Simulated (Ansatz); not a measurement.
ScMo3C (anti-perovskite, Pm-3m) at seven volumes, PBE in the plane-wave PAW code Ansatz, scaled uniformly. One row is withheld.

```json
[
 {"V (Å³/atom)": "13.742", "P (GPa)": "24.28"},
 {"V (Å³/atom)": "14.195", "P (GPa)": "14.92"},
 {"V (Å³/atom)": "14.648", "P (GPa)": "6.88"},
 {"V (Å³/atom)": "15.101", "P (GPa)": "0.00"},
 {"V (Å³/atom)": "15.554", "P (GPa)": "-5.89"},
 {"V (Å³/atom)": "16.007", "P (GPa)": "-10.93"},
 {"V (Å³/atom)": "16.460", "P (GPa)": "?"}
]
```

Fit the shown pressures and predict the withheld one.

Third-order Birch–Murnaghan: P = (3/2)B₀(x^(7/2) − x^(5/2))[1 + (3/4)(B′ − 4)(x − 1)] with x = (V₀/V)^(2/3). Least squares on the six rows gives V₀ = 15.102 Å³/atom, B₀ = 211.8 GPa, B′ = 4.13. At V = 16.460, x = 0.9442 and P = -15.27 GPa. The run itself gave -15.24 GPa.

The start of the workflow was typed in or built on a structure type; neither database checked (COD, Materials Project) lists it. Whether it is the stable phase at ambient conditions was not checked. The cell was relaxed with PBE under the symmetry of its start; its stability against distortions is not shown here. No spin polarisation was allowed.

Potentials: the later of the program's two PAW sets.
